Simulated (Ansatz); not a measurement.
## MnPt: pressure against volume

MnPt, P4/mmm, a = 2.935 Å, c = 3.475 Å. The structure is a COD entry; whether it is the stable form wasn't checked. Ansatz: r2SCAN, PAW, 500 eV, Γ-centred 14×14×12 mesh on 2 atoms, Gaussian smearing 0.10 eV; collinear spin, largest moment 4.1 μB. Shape and atoms are relaxed at each volume; pressure is positive in compression.

| V (Å³/atom) | P (GPa) |
| --- | --- |
| 13.174 | ? |
| 13.623 | 22.03 |
| 14.073 | 13.29 |
| 14.522 | 6.02 |
| 14.971 | 0.02 |
| 15.420 | -4.80 |
| 15.869 | -8.65 |
| 16.468 | -12.98 |

Question: Take V0 = 14.971 Å³/atom, count pressures from its P0 = 0.02 GPa, fit the third-order Birch–Murnaghan form to the other rows, and predict the missing pressure.

Answer: With the Eulerian strain f = ½[(V0/V)^(2/3) − 1] and y = (P − P0)/[3f(1 + 2f)^(5/2)], the form is the line y = B0 + 1.5 B0 (B0′ − 4) f. Rows (f, y): 0.03246, 193.1; 0.02105, 189.6; 0.01025, 185.5; -0.00975, 173.1; -0.01905, 167.2; -0.03078, 165.0. Means f = 0.0006967, y = 178.92; Σ(Δf)² = 0.003004, ΣΔfΔy = 1.461; the slope is their ratio. y = 178.6 + 486.3 f GPa, so B0 = 178.6 GPa and B0′ = 4 + 2 × (486.3)/(3 × 178.6) = 5.82. At V = 13.174, f = 0.04449, y = 200.24 and P = 33.09 GPa. The run gave 32.46 GPa, so the fit is 0.63 GPa too high, 1.4 % of the span of the series, against an rms of 0.09 GPa on the fitted rows. The row lies outside the fitted range. A fourth-order term fitted to the same rows gives P = 33.01 GPa at this row's volume (the line 33.09, the run 32.46), no gain.

The state reached may not be the lowest one. Only parallel moments were tried here. The moments are parallel here; the real alloy orders antiferromagnetically, with another cell and stiffness. Spin–orbit coupling is left out, which can shift energies with elements as heavy as these.